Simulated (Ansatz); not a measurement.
MgF₂ (rutile)

```
CELL_PARAMETERS angstrom
      4.63887     0.00000     0.00000
      0.00000     4.63887     0.00000
      0.00000     0.00000     3.06237
ATOMIC_POSITIONS crystal
  Mg 0.00000 0.00000 0.00000
  Mg 0.50000 0.50000 0.50000
  F  0.30340 0.30340 0.00000
  F  0.80340 0.19660 0.50000
  F  0.19660 0.80340 0.50000
  F  0.69660 0.69660 0.00000
```

The slice is a (-1 2 0) plane (indices of the conventional cell) through the point (0.697, 0.697, 0.000) (fractional), spanned by u = [001] and v = [210] in vectors of this cell: u (3.06 Å) and v (10.37 Å, at 90° to u). It covers one period; positions are fractions (u, v).

Calculation: PBEsol (plane waves to 420 eV, PAW, scalar-relativistic; Ansatz, an electronic-structure program). k mesh 7×7×11. Near the nuclei the fields are pseudised (PAW); where an atom keeps semicore shells as valence, they peak there. MgF2 was relaxed with its symmetry unable to fall.

Sketch the electrostatic potential energy of an electron, from the cell's mean on this plane as a map.


```
|xx-   -x|
|x= xxx =|
|+- xxx -|
|*- xxx -|
|*+  x  +|
|%#+: :+#|
|%%%#*#%%|
|%@@@%@@@|
|@@@@@@@@|
|#%@@@@@%|
|*###x###|
|**#xxx#*|
|##*xxx*#|
|#%#xxx#%|
|%%%#%#%%|
|@@@@@@@@|
|@@@@@@@@|
|@@@@@@@@|
|#%@@@@@%|
|=+##%##+|
|  -xxx- |
|x  xxx  |
|xx =x= x|
|x  +*+  |
|  =###= |
|x+*%%%*+|
|xx#####x|
|xxx+=+xx|
```
Scale: ten equal steps from 0.00 (start of ' ') to 8.53 (end of '@'), in the order ' .:-=+*#%@'. Values: electrostatic potential energy of an electron, from the cell's mean, in eV. The map has 8 points along u (one character each, u = 0 at the left) and 28 along v (v = 0 in the bottom row). Points within 0.8 Å of a nucleus are blanked (x), as the pseudised field means little there. Values under 0 eV are set to 0. The zero, the cell's mean, hangs on the PAW cores.
